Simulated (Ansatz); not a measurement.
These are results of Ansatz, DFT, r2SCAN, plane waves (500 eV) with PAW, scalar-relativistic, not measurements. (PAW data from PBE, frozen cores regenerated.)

An element in the fcc structure gives this curve. The cell is scaled uniformly from the relaxed one, with fractional coordinates and shape fixed. Energies are extrapolated to zero smearing, pressures are those at the given smearing. Magnetic state: spin not included.

```csv
V (Å³/atom),E − E₀ (meV/atom),P (GPa)
23.921,90.9,10.31
25.008,36.9,6.04
26.095,8.5,2.69
27.183,0.1,0.02
28.270,7.9,-2.14
29.357,28.9,-3.88
30.445,60.7,-5.27
```

Q: Which element is it?
A. antimony
B. bismuth
C. cerium
D. lead

A: A. Its fit is V₀ = 27.16 Å³/atom, B₀ = 60 GPa, B₀′ = 4.4.
